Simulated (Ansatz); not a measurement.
Theory: DFT PBE, scalar-relativistic, plane waves, PAW (Ansatz 0.2.0). All cells share a 420 eV cutoff and Γ-centred k meshes spaced at most about 0.3 Å⁻¹ (about 0.25 or finer for metals, 2π included). No spin polarisation in the final relaxations.

These are static total energies at zero pressure. All come from trial cells, and lower structures may exist.

Question: Order these relaxed structures of Nb2B3C by energy, lowest first, with the energy over the lowest of them.
1.

```xyz
6
Lattice="3.1707 0.0000 0.0000 0.0000 3.1707 0.0000 0.0000 0.0000 6.0728" Properties=species:S:1:pos:R:3 pbc="T T T"
Nb    1.5854    0.0000    4.2678
Nb    0.0000    1.5854    1.8050
B     1.5854    0.0000    1.9446
B     0.0000    1.5854    4.1282
B     0.0000    0.0000    0.0000
C     1.5854    1.5854    0.0000
```

2.

```xyz
6
Lattice="3.0999 0.0000 0.0000 0.0000 3.0999 0.0000 0.0000 0.0000 8.0101" Properties=species:S:1:pos:R:3 pbc="T T T"
Nb    0.0000    0.0000    4.0050
Nb    1.5499    1.5499    0.0000
B     1.5499    1.5499    4.0050
B     1.5499    1.5499    5.6012
B     1.5499    1.5499    2.4089
C     0.0000    0.0000    0.0000
```

3.

```xyz
6
Lattice="4.4486 0.0000 0.0000 -2.2243 3.8526 0.0000 0.0000 0.0000 4.0263" Properties=species:S:1:pos:R:3 pbc="T T T"
Nb    0.0000    2.5684    0.0000
Nb    2.2243    1.2842    0.0000
B     2.2243    0.0000    2.0132
B    -1.1121    1.9263    2.0132
B     1.1121    1.9263    2.0132
C     0.0000    0.0000    0.0000
```

4.

```xyz
6
Lattice="2.7718 0.0000 0.0000 0.0000 2.7718 0.0000 0.0000 0.0000 7.5535" Properties=species:S:1:pos:R:3 pbc="T T T"
Nb    1.3859    1.3859    6.1694
Nb    1.3859    1.3859    1.3840
B     0.0000    0.0000    4.5966
B     0.0000    0.0000    2.9569
B     1.3859    1.3859    3.7767
C     0.0000    0.0000    0.0000
```

Answer: 4 (0 meV/atom), 1 (120 meV/atom), 2 (323 meV/atom), 3 (605 meV/atom). Forms: 4 P4/mmm; 1 P-4m2; 2 P4/mmm; 3 P6/mmm. Counting B or C atoms around Nb (for each partner element, those within 1.25 times its shortest distance or 1.15 times the sum of covalent radii, where it is the nearest in units of that sum or under 1.3; a plus sign parts groups by distance over the sum of covalent radii; a slash parts the counts of unlike sites): cell 4 has Nb 9; cell 1 has Nb 9; cell 2 has Nb 6/4+8; cell 3 has Nb 9. Cell 4 holds B–B pairs (shortest 1.64 Å); cell 2 holds B–B units of three or more atoms (shortest 1.60 Å) (bonds between like non-metal atoms; other contacts aren't counted). Even the lowest lies +0.34 eV/atom against the elements.

Cells relaxed within their symmetry can be saddle points. Some types were kept out of the candidates beforehand, so the set may lack a known form.
